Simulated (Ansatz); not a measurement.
Strain and field gradients in Bi2Te3

Cell: a COD entry, its atoms then relaxed with PBE in this cell.

```yaml
crystal:
  lattice:
    - [2.19300, 1.26613, 10.16567]
    - [-2.19300, 1.26613, 10.16567]
    - [0.00000, -2.53226, 10.16567]
  atoms:
    - { symbol: Bi, position: [0.39998, 0.39998, 0.39998] }
    - { symbol: Bi, position: [0.60002, 0.60002, 0.60002] }
    - { symbol: Te, position: [0.00000, 0.00000, 0.00000] }
    - { symbol: Te, position: [0.20979, 0.20979, 0.20979] }
    - { symbol: Te, position: [0.79021, 0.79021, 0.79021] }
```

Atoms are numbered from 1 in the order listed; like atoms form one site, named after its first atom.

All values are calculated (Ansatz; DFT, PBE, plane waves and PAW, scalar-relativistic, 420 eV cutoff, Γ-centred 12×12×12 k-points, Fermi–Dirac smearing 0.02 eV), not measured.

The cell is stretched along z (the third Cartesian axis of the run's cell), x and y held, and the ions relax again each time.

| strain along z (%) | Bi: V along z (10²¹ V/m²) | Te3: V along z (10²¹ V/m²) | Te4: V along z (10²¹ V/m²) |
| --- | --- | --- | --- |
| -3 | 2.41 | 8.23 | -0.15 |
| -2 | 2.64 | 8.85 | -0.08 |
| -1 | 2.80 | 9.41 | -0.09 |
| 0 | 2.91 | 9.92 | -0.19 |
| +1 | 2.94 | 10.35 | -0.39 |
| +2 | ? | ? | ? |

**Question.** Estimate the row at +2 % from the others.

**Answer.** Bi: 2.93; Te3: 10.72; Te4: -0.67. Worked for Bi: a straight line through the other 5 rows has a slope of 0.132 × 10²¹ V/m² per per cent of strain and gives 3.14 at +2 %, against 2.93 from the run; over all rows the step per per cent runs from 0.23 at the compressed end to -0.013 at the stretched end, so the response isn't a straight line. Worked for Te3: a straight line through the other 5 rows has a slope of 0.529 × 10²¹ V/m² per per cent of strain and gives 10.94 at +2 %, against 10.72 from the run; over all rows the step per per cent runs from 0.62 at the compressed end to 0.38 at the stretched end, so the response isn't a straight line.

Spin–orbit coupling is left out, which shifts gradients on Bi by a few per cent in wide-gap crystals, and can shift them far more where the calculated gap is small or absent, as here. With a gap of 0.3 eV on this mesh, the gradients can still move by some per cent as the k-mesh gets denser.
